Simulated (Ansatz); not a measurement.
Si$_{3}$N$_{4}$ at several levels of theory

One geometry, relaxed with PBE+D3(BJ), and single points on it; plane waves with PAW potentials in Ansatz, scalar-relativistic unless the row names spin-orbit coupling. No spin polarisation. Meshes are on the primitive cell of 14 atoms. Gaps are the least over mesh and band path; pressure is positive in compression. Smearing is Gaussian, 0.02 eV. Rows that don't name D3 lack it, which shows in their pressure.

```cif
data_structure
_symmetry_space_group_name_H-M 'P6_3/m'
_symmetry_Int_Tables_number 176
_cell_length_a 7.6192
_cell_length_b 7.6192
_cell_length_c 2.9113
_cell_angle_alpha 90.000
_cell_angle_beta 90.000
_cell_angle_gamma 120.000
_cell_volume 146.37
loop_
_atom_site_label
_atom_site_type_symbol
_atom_site_symmetry_multiplicity
_atom_site_Wyckoff_symbol
_atom_site_fract_x
_atom_site_fract_y
_atom_site_fract_z
_atom_site_occupancy
Si1 Si 6 h 0.76783 0.17408 0.25000 1
N1 N 6 h 0.02988 0.32994 0.25000 1
N2 N 2 d 0.33333 0.66667 0.75000 1
```

```
     level cutoff (eV) k mesh gap (eV) pressure (GPa) rough cost with bands (core-min)
PBE+D3(BJ)          420   6×6×8      4.31             0.0                                 3
    r2SCAN          500   6×6×8      4.97            -1.6                                 6
       LDA          420   6×6×8      4.14            -4.7                                 3
```